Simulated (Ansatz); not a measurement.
A geometry of Al away from equilibrium: the start of the relaxation of a generated cell, Al placed in the lonsdaleite structure type. Computed with r2SCAN (plane waves to 500 eV, PAW, scalar-relativistic; Ansatz, a program for electronic structure). Γ-centred k-mesh 10×10×5 on the run's cell (coarser than for final values), Fermi–Dirac smearing 0.05 eV.

```xyz
4
Lattice="3.8964 0.0000 0.0000 -1.9482 3.3744 0.0000 0.0000 0.0000 6.4987" Properties=species:S:1:pos:R:3 pbc="T T T"
Al     0.0000     2.2496     0.3896
Al     1.9482     1.1248     3.6390
Al     1.9482     1.1248     6.1091
Al     0.0000     2.2496     2.8598
```

### Question
Give the Cartesian forces on all atoms (eV/Å).

### Answer
| atom | Fx | Fy | Fz |
|---|---|---|---|
| Al1 | 0.00 | 0.00 | 0.55 |
| Al2 | 0.00 | 0.00 | 0.55 |
| Al3 | 0.00 | 0.00 | -0.55 |
| Al4 | 0.00 | 0.00 | -0.55 |

### Question
What is the pressure?

### Answer
+16.6 GPa, compression positive.

### Question
How much energy per atom can still be gained by relaxing?

### Answer
0.54 eV/atom; the path ends in P6/mmm (No. 191).

No spin polarisation in the result.

The run could not lose the symmetry of its start: the end is stationary, and may be a saddle point rather than a minimum.

The end of the path is a generated cell of Al: the first start was made by placing the elements on the sites of a structure type, and the end was not matched to a known phase here, so it may be hypothetical. Known forms of Al include space group No. 225.
